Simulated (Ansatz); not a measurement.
**Ti: stationary points along a deformation path**

Theory: Ansatz, DFT PBE, scalar-relativistic, plane waves, PAW. Cutoff 420 eV, Γ-centred 24×24×12 k-points, Gaussian smearing of 0.15 eV. No spin polarisation. Energies are free energies at this smearing, counted from the undisturbed cell; pressure is positive in compression.

Zero of the scan (as given, not relaxed at this level; it stands at -1.6 GPa):

```xyz
2
Lattice="2.9500 0.0000 0.0000 -1.4750 2.5548 0.0000 0.0000 0.0000 4.6860" Properties=species:S:1:pos:R:3 pbc="T T T"
Ti    0.0000    1.7032    1.1715
Ti    1.4750    0.8516    3.5145
```

At fixed volume and fractional coordinates, lengths along (0.000, 0.000, 1.000) are scaled against those across it; ρ is that ratio over its starting value. V = 17.658 Å³/atom. Δσ is the stress along the axis less the mean stress across it (compression positive).

| ρ | ΔE (meV/atom) | Δσ (GPa) | space group |
| --- | --- | --- | --- |
| 0.800 | 154.1 | 16.21 | P6_3/mmc |
| 0.850 | 87.9 | 13.34 | P6_3/mmc |
| 0.920 | 24.3 | 8.11 | P6_3/mmc |
| 0.960 | 5.3 | 3.94 | P6_3/mmc |
| 1.000 | 0.0 | -0.44 | P6_3/mmc |
| 1.050 | 10.9 | -5.58 | P6_3/mmc |
| 1.100 | 37.8 | -10.12 | P6_3/mmc |
| 1.200 | 120.8 | -14.79 | P6_3/mmc |
| 1.300 | 219.4 | -19.54 | P6_3/mmc |

How does the stress give the slope of the energy, and where is the energy stationary?

Along the path d ln(length) is 2/3 d ln ρ on the axis and −1/3 d ln ρ across it, so dE/d ln ρ = −(2/3) V Δσ: the energy falls with ρ where Δσ is positive. Δσ vanishes or changes sign between ρ = 0.960 and 1.000, a minimum (near 1.00 by linear interpolation). Pairs of stationary points between two samples would go unseen, and could change a minimum read from distant neighbours into a maximum.

Integrate that slope from ρ = 1 to 0.850 by the trapezoid rule.

With V/N in Å³ and 1 eV/Å³ = 160.2 GPa the slopes at ρ = 1.000, 0.960, 0.920, 0.850 are 33, -290, -596, -980 meV/atom per unit of ln ρ. The steps add 5.2 + 18.9 + 62.4 = 86.5 meV/atom, against 87.9 from the energies; the trapezoid rule misses the curvature of the slope within each step.

In a metal these slopes depend on the k mesh and the smearing.

Cost: 9 runs of about 1.4 core-minutes in all, on Intel Xeon Platinum 8488C (Sapphire Rapids) (shared hosts).